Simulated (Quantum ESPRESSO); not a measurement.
## Band energies of AgI at -2 % biaxial strain

```
AgI
1.0
    4.46550     0.00000     0.00000
   -2.23275     3.86723     0.00000
    0.00000     0.00000     7.60672
Ag I
2 2
Cartesian
  0.00000   2.57816   0.06174
  2.23275   1.28908   3.86510
  0.00000   2.57816   2.82805
  2.23275   1.28908   6.63141
```

norm-conserving PBEsol (Quantum ESPRESSO, 82 Ry, without SOC); path ΓMKΓALHA,LM,KH; energies in eV from the valence-band maximum.

| k (1/Å) | point | band 22 | band 23 | band 24 | band 25 | band 26 | band 27 | band 28 | band 29 |
|---|---|---|---|---|---|---|---|---|---|
| 0.00 | Γ | -0.78 | -0.78 | -0.12 | 0.00 | 0.00 | 1.19 | 2.74 | 5.47 |
| 0.23 |  | -1.35 | -1.00 | -0.72 | -0.24 | -0.13 | 1.93 | 3.34 | 5.17 |
| 0.58 |  | -2.59 | -2.01 | -1.68 | -0.92 | -0.57 | 3.05 | 3.64 | 4.69 |
| 0.81 | M | -2.72 | -2.41 | -1.89 | -1.24 | -0.71 | 3.18 | 3.57 | 4.51 |
| 0.93 |  | -2.71 | -2.43 | -1.95 | -1.29 | -0.81 | 3.35 | 3.78 | 4.46 |
| 1.28 | K | -2.76 | -2.71 | -1.71 | -1.71 | -1.37 | 3.94 | 4.51 | 4.51 |
| 1.59 |  | -2.32 | -2.25 | -2.11 | -0.99 | -0.92 | 3.60 | 4.40 | 4.63 |
| 1.91 |  | -1.62 | -1.29 | -0.97 | -0.35 | -0.26 | 2.30 | 3.69 | 5.00 |
| 2.22 | Γ | -0.78 | -0.78 | -0.12 | 0.00 | 0.00 | 1.19 | 2.74 | 5.47 |
| 2.63 | A | -1.93 | -0.41 | -0.41 | -0.41 | -0.41 | 2.63 | 2.63 | 5.47 |
| 2.94 |  | -2.00 | -1.13 | -1.13 | -0.69 | -0.69 | 3.36 | 3.36 | 4.91 |
| 3.24 |  | -2.65 | -1.47 | -1.47 | -1.17 | -1.17 | 3.15 | 3.15 | 4.84 |
| 3.44 | L | -3.00 | -1.47 | -1.47 | -1.30 | -1.30 | 3.00 | 3.00 | 4.77 |
| 3.56 |  | -2.99 | -1.54 | -1.54 | -1.33 | -1.33 | 3.14 | 3.14 | 4.87 |
| 3.91 | H | -2.95 | -2.05 | -2.05 | -1.34 | -1.34 | 3.71 | 3.71 | 5.34 |
| 4.17 |  | -2.72 | -1.75 | -1.75 | -1.34 | -1.34 | 3.64 | 3.64 | 5.32 |
| 4.43 |  | -2.17 | -1.36 | -1.36 | -1.01 | -1.01 | 3.64 | 3.64 | 4.90 |
| 4.68 |  | -1.94 | -0.71 | -0.71 | -0.51 | -0.51 | 2.98 | 2.98 | 5.17 |
| 4.85 | A | -1.93 | -0.41 | -0.41 | -0.41 | -0.41 | 2.63 | 2.63 | 5.47 |
| 4.85 | L | -3.00 | -1.47 | -1.47 | -1.30 | -1.30 | 3.00 | 3.00 | 4.77 |
| 5.16 |  | -2.75 | -2.31 | -1.84 | -1.22 | -0.75 | 3.06 | 3.56 | 4.68 |
| 5.26 | M | -2.72 | -2.41 | -1.89 | -1.24 | -0.71 | 3.18 | 3.57 | 4.51 |
| 5.26 | K | -2.76 | -2.71 | -1.71 | -1.71 | -1.37 | 3.94 | 4.51 | 4.51 |
| 5.37 |  | -2.78 | -2.66 | -1.66 | -1.66 | -1.43 | 4.05 | 4.39 | 4.39 |
| 5.68 | H | -2.95 | -2.05 | -2.05 | -1.34 | -1.34 | 3.71 | 3.71 | 5.34 |

The PBEsol gap is direct, 1.19 eV at Γ.

Spin-orbit coupling is left out, which matters for elements this heavy: edges can move by tenths of an eV.

Geometry strained from the cell relaxed with PBEsol, atoms relaxed again.
